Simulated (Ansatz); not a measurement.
Kick test of a cell of Al5InAs6

The cell was found from a structure generator's guess, not taken from experiment.

All numbers below come from DFT PBE, scalar-relativistic, plane waves, PAW in Ansatz. Settings: cutoff 420 eV, Γ-centred mesh 6×6×4 on the computed 12-atom cell, Gaussian smearing of 0.02 eV; no spin polarisation.

The cell below (12 atoms, space group P31m (No. 157)) is relaxed within its symmetry.

```xyz
12
Lattice="7.0865 0.0000 0.0000 -3.5433 6.1371 0.0000 0.0000 0.0000 6.7247" Properties=species:S:1:pos:R:3 pbc="T T T"
Al    1.1988    2.0763    0.0020
Al   -2.3445    4.0608    0.0020
Al    4.6890    0.0000    0.0020
Al    3.5433    2.0457    3.3683
Al    0.0000    4.0914    3.3683
In    0.0000    0.0000    3.3746
As    1.2500    2.1651    2.4865
As   -2.2932    3.9720    2.4865
As    4.5864    0.0000    2.4865
As    3.5433    2.0457    5.8629
As    0.0000    4.0914    5.8629
As    0.0000    0.0000    6.0425
```

For the test it was strained at random (σ = 1.5 % a component), the atoms were moved at random (σ = 0.15 Å), and all was relaxed again on a coarse 2×3×3 mesh (in the run’s order of axes) with 0.10 eV smearing, with no symmetry imposed.

**Question.** Is the structure stable against such a distortion?

**Answer.** It returns, within 1 meV/atom of the unmoved cell on that mesh and with the same symmetry when read at 0.1 Å. So it is stable against the distortions that fit this cell and that this random move excites. Modes that don't fit the cell aren't tested.
